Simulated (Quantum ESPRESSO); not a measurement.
## Kohn-Sham bands of GeTe(PbSe)₂ (P3m1)

```yaml
crystal:
  lattice:
    - [4.32053, 0.00000, 0.00000]
    - [-2.16027, 3.74169, 0.00000]
    - [0.00000, 0.00000, 10.83392]
  atoms:
    - { symbol: Ge, position: [0.00000, 0.00000, 0.00620] }
    - { symbol: Te, position: [0.66667, 0.33333, 0.86465] }
    - { symbol: Pb, position: [0.66667, 0.33333, 0.31332] }
    - { symbol: Pb, position: [0.33333, 0.66667, 0.65422] }
    - { symbol: Se, position: [0.33333, 0.66667, 0.16037] }
    - { symbol: Se, position: [0.00000, 0.00000, 0.50123] }
```

Cell from Materials Project (mp-1224368), symmetrised, no further relaxation. Not found in the COD (Crystallography Open Database) copy used; not checked further. Method: PBEsol plane waves in Quantum ESPRESSO 7.5 (PseudoDojo norm-conserving files, 69 Ry, no spin polarisation, no spin-orbit coupling), Bloch states on a 6×6×4 mesh through Γ, Wannier90 4.0.1. Density: 12×12×4 mesh, Gaussian smearing 0.01 Ry. Spin-orbit coupling is left out although heavy elements are present.

Q: List the Kohn-Sham levels between −8 and 3.5 eV relative to the valence-band maximum at the high-symmetry points, as a band run of pw.x on that density gives them (levels within 2 meV counted together).

A: 
```csv
point,k (reciprocal lattice),levels (eV)
Γ,0.000 0.000 0.000,"-7.69, -5.67, -1.65 (×2), -1.60, -1.42 (×2), -1.04 (×2), -0.63, -0.34, 1.28, 1.85 (×3), 2.47 (×2)"
M,0.500 0.000 0.000,"-7.19, -4.72, -3.03, -2.97, -2.76, -2.41, -2.08, -1.63, -1.35, -1.23, 1.91, 2.03, 2.56, 2.81, 3.07, 3.33"
K,0.333 0.333 0.000,"-7.97, -4.15, -4.11, -4.00, -2.37, -2.13, -2.12, -1.93, -1.71, -1.36, 2.57, 2.71, 2.75, 3.03, 3.14, 3.32"
A,0.000 0.000 0.500,"-6.93, -6.03, -1.65 (×2), -1.44 (×2), -1.38, -1.01 (×2), -0.91, -0.12, 0.82, 1.55 (×2), 2.71, 3.30 (×2), 3.38"
L,0.500 0.000 0.500,"-7.72, -7.50, -4.24, -3.95, -2.89, -2.56, -2.50, -2.42, -1.22, -1.21, 0.00, 0.50, 1.45, 1.66"
H,0.333 0.333 0.500,"-7.98, -3.84, -3.68, -3.59, -3.37, -3.20, -3.14, -0.77, -0.57, -0.45, 1.38, 1.52, 1.69"
```
